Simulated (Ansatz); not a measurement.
## Calculated 119Sn Mössbauer parameters for SnO under strain

Cell: a diffraction structure from the COD, relaxed with PBE at fixed cell and then changed (z stretched by 3 %, ions relaxed).

```yaml
crystal:
  lattice:
    - [3.79860, 0.00000, 0.00000]
    - [0.00000, 3.79860, 0.00000]
    - [0.00000, 0.00000, 4.98602]
  atoms:
    - { symbol: Sn, position: [0.50000, 0.00000, 0.23621] }
    - { symbol: Sn, position: [0.00000, 0.50000, 0.76379] }
    - { symbol: O, position: [0.00000, 0.00000, 0.00000] }
    - { symbol: O, position: [0.50000, 0.50000, 0.00000] }
```

Sites (sets of like atoms) are named by element and the number of their first atom in this list.

Computed with Ansatz: DFT, PBE, plane waves and PAW, scalar-relativistic, 420 eV cutoff, Γ-centred 12×12×10 k-points, Fermi–Dirac smearing 0.05 eV.

Isomer shifts (against SnO₂) follow from the electron density at the nucleus, δ = α(ρ − ρ₀), with α = 0.099 mm s⁻¹ a₀³ and ρ₀ = 183191.44 a₀⁻³ from a line fitted to 8 measured compounds at this level of theory (rms miss 0.12 mm/s). ΔE_Q = ½eQV_zz(1 + η²/3)^½ with Q = -0.132 b for the 23.9 keV state.

Question: Where do the absorption lines lie?

Answer: Sn (2 atoms a cell): δ = 2.71, |ΔE_Q| = 1.50 mm/s, a doublet at 1.97 and 3.46 mm/s.

The run finds no gap above 0.1 eV (a metal, or nearly one), so the gradients can move by 10 % or more with the k-mesh. Without spin–orbit coupling (the program notes it for Sn) the gradients can shift somewhat, as the gap is small. Semilocal functionals make gaps too small and can close them, so the real compound need not be a metal.

The relaxation (4 steps) took 26 s of wall time (26 s of CPU time) and 0.62 GiB at its peak, on 1 thread of Intel Xeon 6975P-C (Granite Rapids) (x86_64; 16 cores open to the job, memory cap 3.0 GiB, no GPU), a shared host with a load of 0.6 a core.
